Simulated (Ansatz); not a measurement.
Task: La (dhcp (α-La type), space group No. 194) is relaxed with PBEsol (plane waves, PAW; program Ansatz). What lattice parameters of the conventional cell result?

Result: a = 3.649 Å, c = 11.757 Å.

Space group P6_3/mmc (dhcp (α-La type)). The PBEsol relaxation kept the symmetry of its start; of distortions, only those at the zone centre were tested. Axis ratios of metals converge slowly with the k-mesh, so a and c are less sure than the volume. Spin–orbit coupling is left out wherever it is not named.

Potentials: the earlier of the program's two PAW sets.
